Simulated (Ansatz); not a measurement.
# MoS: magnetovolume behaviour

Computed with DFT PBE+U, scalar-relativistic, plane waves, PAW in Ansatz 0.2.0.

```
Mo S
1.0
     0.00000    2.97559    2.97559
     2.97559    0.00000    2.97559
     2.97559    2.97559    0.00000
Mo S
1 1
Direct
  0.00000 0.00000 0.00000
  0.25000 0.25000 0.25000
```

The plane-wave cutoff is 420 eV, the Γ-centred k-mesh is 12×12×12 and the occupation rule is Gaussian smearing, 0.1 eV. The U_eff on Löwdin-orthogonalised atomic d orbitals is Mo 4.38 eV, the list of starting moments (μB, in atom order) is 2 0 and the check for lower electronic states after the SCF is on.

The cell is scaled evenly at fixed fractional positions, V₀ being the volume of the cell shown; start: ferromagnetic. The states are those that the runs reached from these starts; a lower one can exist. Energies are extrapolated to zero smearing.

Site moments are spin moments in atom-centred spheres that scale with the neighbour distance.

```
 V/V₀  E above lowest (meV/atom) P (GPa) cell moment (μB) site moments (μB)
0.800                      284.9     21.4              4.00  Mo +2.61, S -0.08
0.860                      121.9     12.2              4.00  Mo +2.73, S -0.13
0.920                       35.2      5.8              4.00  Mo +2.85, S -0.17
0.960                        8.2      2.6              4.00  Mo +2.92, S -0.20
1.000                        0.0      0.0              4.00  Mo +2.98, S -0.23
1.040                        6.7     -2.0              4.00  Mo +3.05, S -0.25
1.100                       38.0     -4.2              4.00  Mo +3.14, S -0.29
1.180                      107.5     -6.2              4.00  Mo +3.26, S -0.34
```

Cost: 8 runs of about 4.5 core-minutes in all, on Arm Neoverse V1 (shared hosts).